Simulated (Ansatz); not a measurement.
AlNi (CsCl type)

```
CELL_PARAMETERS angstrom
      2.89266     0.00000     0.00000
      0.00000     2.89266     0.00000
      0.00000     0.00000     2.89266
ATOMIC_POSITIONS crystal
  Al 0.00000 0.00000 0.00000
  Ni 0.50000 0.50000 0.50000
```

E(V) scan at fixed shape, V₀ the volume above. Symmetry pins the atoms to their sites.

Method: PBE (plane waves to 420 eV, PAW, scalar-relativistic; Ansatz, a first-principles code). k mesh 16×16×16 (Γ-centred), Fermi-Dirac smearing 0.05 eV. The energy includes the smearing's −TS. Stress and pressure are positive under compression. AlNi is run without spin polarisation. AlNi was relaxed with its symmetry unable to fall. The PAW data are Ansatz's earlier set. The zero of ΔE is the relaxed starting cell.

The scan covers V/V₀ from 0.840 to 1.160 in 11 points.

What pressure does the cell carry at V/V₀ = 0.840?

40.5 GPa.

What is ΔE at V/V₀ = 1.160?

118 meV/atom.

What is ΔE at V/V₀ = 0.840?

210 meV/atom.

(Under strain, the slope of the energy per volume gives the stress and its curvature an elastic modulus.)
